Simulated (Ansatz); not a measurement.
Ca (fcc, Cu type)

```xyz
2
Lattice="0.0000 5.5265 5.5265 2.7633 0.0000 2.7633 2.7633 2.7633 0.0000" Properties=species:S:1:pos:R:3 pbc="T T T"
Ca     0.0000     0.0000     0.0000
Ca     2.7633     5.5265     2.7633
```

The atoms are displaced by Q × the pattern below (from a DFPT mode at L = (0.5, 0.0, 0.0), largest move 1; Q in Å), at fixed cell. It is one choice among 2 degenerate patterns. (q is in reciprocal vectors of the primitive cell; the cell shown is doubled to hold the pattern.)

| atom | x | y | z |
|---|---|---|---|
| Ca1 | -0.285 | 0.520 | -0.805 |
| Ca2 | 0.285 | -0.520 | 0.805 |

The numbers are results of PBE (plane waves to 420 eV, PAW, scalar-relativistic; Ansatz, a program for electronic structure), not measurements. k mesh 15×15×15 (Γ-centred), Fermi-Dirac smearing 0.05 eV. With partly filled bands, energies and forces of such displacements shift with the k mesh and the smearing. Ca was relaxed with its symmetry unable to fall.

At one point of the scan the forces (eV/Å) are:

```tsv
atom	Fx	Fy	Fz
Ca1	0.035	-0.063	0.092
Ca2	-0.035	0.063	-0.092
```

Q: Which point is it?
(A) Q = 0.047 Å
(B) Q = 0.280 Å
(C) Q = 0.140 Å

A: C, Q = 0.140 Å

(A displaced cell: forces are minus the slopes of the energy, force constants its curvatures, and phonons follow from these.)
